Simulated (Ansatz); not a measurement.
**Property card for TiO$_{2}$**

TiO2:
```xyz
24
Lattice="5.1191 0.0000 0.0000 0.0000 9.1696 0.0000 0.0000 0.0000 5.4398" Properties=species:S:1:pos:R:3 pbc="T T T"
Ti     0.7063     3.4027     2.2019
Ti     4.4128     5.7669     3.2379
Ti     1.8533     5.7669     4.9218
Ti     3.2658     3.4027     0.5180
Ti     3.2658     1.1821     3.2379
Ti     1.8533     7.9875     2.2019
Ti     4.4128     7.9875     0.5180
Ti     0.7063     1.1821     4.9218
O      2.3788     2.4757     2.1256
O      2.7402     6.6939     3.3142
O      0.1807     6.6939     4.8454
O      4.9383     2.4757     0.5943
O      4.9383     2.1091     3.3142
O      0.1807     7.0605     2.1256
O      2.7402     7.0605     0.5943
O      2.3788     2.1091     4.8454
O      4.1760     0.0948     4.6322
O      0.9430     9.0747     0.8076
O      3.5026     9.0747     1.9123
O      1.6165     0.0948     3.5275
O      1.6165     4.4899     0.8076
O      3.5026     4.6796     4.6322
O      0.9430     4.6796     3.5275
O      4.1760     4.4899     1.9123
```

Space group Pbca (No. 61); conventional cell a = 5.119 Å, b = 9.170 Å, c = 5.440 Å, α = β = γ = 90.00°.

Method: the program Ansatz at the PBEsol level (PAW). The cell and atoms are relaxed at this level. Other levels are named where they apply.

Cell and energy:

Volume per atom: 10.64 Å³
Density: 4.16 g/cm³
Formation energy from the elements (no fitted shifts): -3.08 eV/atom

Electronic structure:

Band gap: 2.35 eV (direct)
Valence-band maximum: at Γ
Conduction-band minimum: at Γ
Electron effective mass: 0.57, 5.1, 11 mₑ (principal values)
Hole effective mass: 1.4, 1.4, 1.6 mₑ (principal values)
HSE06 gap on the PBEsol cell: 3.88 eV

Mechanics:

- Bulk modulus (Birch–Murnaghan fit): 196 GPa
- Pressure derivative B′: 4.7
- Elastic constants (relaxed ions, GPa): C11 = 303, C22 = 303, C33 = 316, C12 = 174, C13 = 152, C23 = 167, C44 = 85.6, C55 = 104, C66 = 99.6
- Mechanical stability: stable (all eigenvalues of C positive)
- Hill bulk and shear moduli: 212 and 85.2 GPa
- Young's modulus: 225 GPa
- Poisson's ratio: 0.32
- Debye temperature from the elastic constants: 687 K

The cell was relaxed with PBEsol under the symmetry of its start. No spin polarisation was allowed. The references are the lowest solids computed at this level, not always the standard phases (solids in place of the gases).

Potentials: the earlier of the program's two PAW sets. The files were generated under PBE; for other functionals the program regenerates the frozen cores, and for LDA and PBEsol the local potential too.
